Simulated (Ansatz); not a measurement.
Stability checks on a candidate for Ta3W2

The structure comes from a generated guess, relaxed at this level; another structure or a mixture of phases may lie lower.

These are results of DFT PBE, scalar-relativistic, plane waves, PAW (Ansatz), not measurements. Settings of the last relaxation (5-atom cell): 420 eV, 16×16×16 k points, Gaussian smearing of 0.10 eV, no spin polarisation.

```cif
data_structure
_symmetry_space_group_name_H-M 'I4/mmm'
_symmetry_Int_Tables_number 139
_cell_length_a 3.2364
_cell_length_b 3.2364
_cell_length_c 16.5216
_cell_angle_alpha 90.000
_cell_angle_beta 90.000
_cell_angle_gamma 90.000
_cell_volume 173.05
loop_
_atom_site_label
_atom_site_type_symbol
_atom_site_symmetry_multiplicity
_atom_site_Wyckoff_symbol
_atom_site_fract_x
_atom_site_fract_y
_atom_site_fract_z
_atom_site_occupancy
Ta1 Ta 4 e 0.50000 0.50000 0.39620 1
Ta2 Ta 2 b 0.50000 0.50000 0.00000 1
W1 W 4 e 0.50000 0.50000 0.20313 1
```

Formation energies are uncorrected and refer to the elements' standard structures at the same level.

Task: These tests were run: energy against the elements; phonons at Γ. What do they show?

Result:

```json
{"test": "energy against the elements", "result": "−0.06 eV/atom"}
{"test": "phonons at Γ", "result": "lowest optical mode 92 cm⁻¹"}
```

It fails none of these tests. Other phases of the system weren't compared here, so this isn't yet thermodynamic stability. Phonons away from Γ weren't computed.

These runs have no spin–orbit coupling, which can matter for Ta and W. The run for the phonons used a 16×16×16 k mesh and Fermi–Dirac smearing of 0.15 eV.
